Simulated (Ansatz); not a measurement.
This guess for NaTmI4 is about to be relaxed.

```cif
data_structure
_symmetry_space_group_name_H-M 'P 1'
_symmetry_Int_Tables_number 1
_cell_length_a 6.9789
_cell_length_b 6.9789
_cell_length_c 6.9789
_cell_angle_alpha 60.000
_cell_angle_beta 60.000
_cell_angle_gamma 60.000
_cell_volume 240.35
loop_
_atom_site_label
_atom_site_type_symbol
_atom_site_fract_x
_atom_site_fract_y
_atom_site_fract_z
_atom_site_occupancy
Na1 Na 0.25000 0.25000 0.25000 1
Tm1 Tm 0.00000 0.00000 0.00000 1
I1 I 0.62487 0.12538 0.62487 1
I2 I 0.62487 0.62487 0.12538 1
I3 I 0.62487 0.62487 0.62487 1
I4 I 0.12538 0.62487 0.62487 1
```

All numbers below come from Ansatz 0.2.0, DFT PBE, scalar-relativistic, plane waves, PAW, and for the lanthanide a 4f-in-core norm-conserving potential. Cutoff 690 eV, Gaussian smearing, Γ-centred meshes. Cell and atoms relax on a converged mesh. In metals the finer mesh still leaves noise of several meV/atom or more. The steps can't lower the symmetry of their start. No spin polarisation.

A guess keeps its type if space group and coordination stay and the shape of the cell changes little (axis ratios within about 15 %, angles within 6°); the volume may change.

Question: Does it keep its structure type, or change into something else?

Answer: It keeps its type. The symmetry stays F-43m (No. 216). The volume per atom grows by 4.4 %, from 40.1 to 41.8 Å³. The shortest distance goes from 3.49 Å (I–I) to 3.52 Å (I–I). Counting neighbours within 15 % of an atom's shortest distance, the start has I 6, Na 16, Tm 16 and the end I 6, Na 16, Tm 16.

Energies over the elements count from the elements' standard structures at the same level, with no fitted energy shifts.

Question: At what energy does it end?

Answer: +0.20 eV/atom. It can't be a ground state, since the elements alone are lower.

The last run used an 8×8×8 mesh for its 6-atom cell and Gaussian smearing of 0.10 eV. Spin–orbit coupling, which can matter for I, is left out. The reference form of I is held partly by dispersion forces, which this level lacks. A structure relaxed within its symmetry needn't be a true minimum. Another cell of NaTmI4 relaxed alike, in P4/mmm, lies 1.33 eV/atom lower, so this cell isn't the stable form at this level.

The lanthanide is trivalent by construction, without f bands, f moments or other valences. The reference runs of the other elements, and any phases without the lanthanide, used 420 eV, which shifts energies against them by under 10 meV/atom. The lanthanide's reference is the lowest of its hcp, dhcp and fcc cells.
